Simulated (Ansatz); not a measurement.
# Phonons of InSb (F-43m)

```yaml
crystal:
  lattice:
    - [0.00000, 3.26019, 3.26019]
    - [3.26019, 0.00000, 3.26019]
    - [3.26019, 3.26019, 0.00000]
  atoms:
    - { symbol: In, position: [0.00000, 0.00000, 0.00000] }
    - { symbol: Sb, position: [0.75000, 0.75000, 0.75000] }
```

The conventional cell has a = 6.520 Å, b = 6.520 Å, c = 6.520 Å, α = 90.00°, β = 90.00°, γ = 90.00°. In (atom 1) is surrounded by 4 Sb at 2.82 Å. Sb (atom 2) is surrounded by 4 In at 2.82 Å.

Computed, not measured; unless marked otherwise by PBEsol, all-electron LAPW in Ansatz 0.2.0, scalar-relativistic. k mesh 10×10×10, Fermi-Dirac smearing of 0.100 eV, basis error target 1 meV/atom. The cell was relaxed by PAW under this functional.

Atoms are displaced by 0.01 Å in the smallest supercells that hold the wave vectors of a 2×2×2 mesh. Negative values stand for unstable modes.

Question: What are the phonon energies at the solved wave vectors, in cm⁻¹?

Answer: 

```tsv
q	point	modes (cm⁻¹)
0.000 0.000 0.000	Gamma	172.8 (×3)
0.500 0.000 0.000	L	31.3 (×2), 124.6, 153.8, 171.1 (×2)
0.500 0.500 0.000	X	36.4 (×2), 139.7, 147.5, 168.3 (×2)
```

Question: Is the structure dynamically stable at these wave vectors?

Answer: Yes, no mode is unstable there; wave vectors off this mesh aren't tested.

Question: How do the optical zone-centre modes decompose, and which are active?

Answer: Point group -43m: Γ_opt = T2.

| label | cm⁻¹ | activity | mostly |
| --- | --- | --- | --- |
| T2 | 172.8 | IR and Raman | In (52 %) |

In a metal the activity is that of symmetry alone; free carriers screen the infrared modes.

Question: How well do frozen-core PAW files reproduce these all-electron values?

Answer: With a cutoff of 420 eV and displacements of 0.0025 Å, the r.m.s. difference over the modes is 0.1 cm⁻¹; the largest difference is 171.2 (PAW) against 171.1 cm⁻¹ (LAPW).

Limits of these numbers: the gap is closed or tiny at this level, so small that the run used smearing; responses move with mesh and smearing; the frozen-core PAW files of the compared runs were fitted under PBE, their cores solved anew for this functional.
